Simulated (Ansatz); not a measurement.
# Ti$_{2}$CuSb$_{3}$: how the axes shrink under pressure

Ti$_{2}$CuSb$_{3}$, P-4m2, a = 3.749 Å, c = 8.171 Å. The structure is a COD entry; whether it is the stable form wasn't checked. Ansatz: PBEsol, PAW, 420 eV, Γ-centred 10×10×6 mesh on 6 atoms, Gaussian smearing 0.10 eV; no spin polarisation. Cell and atoms are relaxed at each pressure, and no other structure is tried, so the rows at high pressure may lie past a change of phase. y = 100 ln(c/c0) with c0 = 8.1714 Å, so nearly a change in per cent. The pressures are the targets, met within 0.05 GPa.

```tsv
P (GPa)	y	100 ln(a/a0)
-3.0	?	?
0.0	0.00	0.00
3.0	-0.95	-0.85
8.0	-2.28	-2.13
15.0	-3.89	-3.59
30.0	-6.63	-6.02
```

**Question.** Fit y = c1 P + c2 P² to the other rows, give the linear compressibility along c, and predict the missing y.

**Answer.** Least squares on the rows shown. y = −0.3038 P + 0.002769 P². The linear compressibility along c is −c1/100 = 3.04 per TPa, against 2.83 along a from the same fit to the last column (its missing entry is 0.98): the crystal is about as stiff along both at low pressure. The runs next to zero pressure give 3.38 and 3.08, so a parabola over the whole range misstates the start. With a term in P³ added, the coefficient of P becomes -0.3264, 7 % more, which shows how far this figure hangs on the form. At P = -3.0 the fit asked for gives 0.94. The run gave 1.06, so the fit is 0.12 too low, 1.6 % of the span of the series, against an rms of 0.04 on the fitted rows. The row lies outside the fitted range. With a term in P³ added, a fit to the same known rows predicts 1.03, so most of the miss is curvature that the known rows already hold.